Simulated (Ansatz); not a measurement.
## Collinear states of CoSn3

Level of theory: Ansatz 0.2.0, DFT PBEsol, scalar-relativistic, plane waves, PAW.

```xyz
4
Lattice="4.3977 0.0000 0.0000 0.0000 4.3977 0.0000 0.0000 0.0000 4.3977" Properties=species:S:1:pos:R:3 pbc="T T T"
Sn    0.0000    2.1988    2.1988
Sn    2.1988    0.0000    2.1988
Sn    2.1988    2.1988    0.0000
Co    0.0000    0.0000    0.0000
```

```json
{"plane-wave cutoff": "420 eV", "Γ-centred k-mesh": "10×10×10", "occupation rule": "Gaussian smearing, 0.1 eV", "list of starting moments (μB, in atom order)": "0 0 0 2", "check for lower electronic states after the SCF": "off"}
```

All runs keep this geometry, which stands near equilibrium for the lowest state (largest force there 0.000 eV/Å, pressure 0.0 GPa) and needn't be a stable compound; relaxing each order can shift differences of a few meV. A propagation vector, in units of the reciprocal vectors, doubles the cell, which takes an equally dense mesh. The large starts are 0 0 0 3.5 μB. The small starts are 0 0 0 0.5 μB. Site moments are spin moments in atom-centred spheres that scale with the neighbour distance. The states are those that the runs reached from these starts; a lower one can exist.

Task: Starts tried: no spin; ferromagnetic; large parallel starting moments; antiferromagnetic, doubled cell, propagation vector (0, 0, 1/2); antiferromagnetic, doubled cell, propagation vector (0, 1/2, 1/2); antiferromagnetic, doubled cell, propagation vector (1/2, 1/2, 1/2); small parallel starting moments. Which state comes out lowest, and what are the moments?

Result: The lowest state is antiferromagnetic, reached from the start “antiferromagnetic, doubled cell, propagation vector (0, 0, 1/2)”, with site moments (μB) Co +1.43, Co -1.43.

| start | ends | energy above lowest (meV/atom) | site moments (μB) | gap on mesh (eV) | P (GPa) |
| --- | --- | --- | --- | --- | --- |
| no spin | non-magnetic | 27.9 | none over 0.05 | metal | -1.3 |
| ferromagnetic | ferromagnetic | 8.27 | Co +1.33 | metal | 0.0 |
| large parallel starting moments | ferromagnetic | 8.27 | Co +1.33 | metal | 0.0 |
| antiferromagnetic, doubled cell, propagation vector (0, 0, 1/2) | antiferromagnetic | 0.00 | Co +1.43, Co -1.43 | metal | 0.0 |
| antiferromagnetic, doubled cell, propagation vector (0, 1/2, 1/2) | antiferromagnetic | 9.70 | Co +1.39, Co -1.39 | metal | 0.2 |
| antiferromagnetic, doubled cell, propagation vector (1/2, 1/2, 1/2) | antiferromagnetic | 13.9 | Co +1.35, Co -1.35 | metal | 0.0 |
| small parallel starting moments | ferromagnetic | 8.27 | Co +1.33 | metal | 0.0 |

Cost: 7 runs of about 6.1 core-minutes in all, on Intel Xeon Platinum 8375C (Ice Lake) (shared hosts).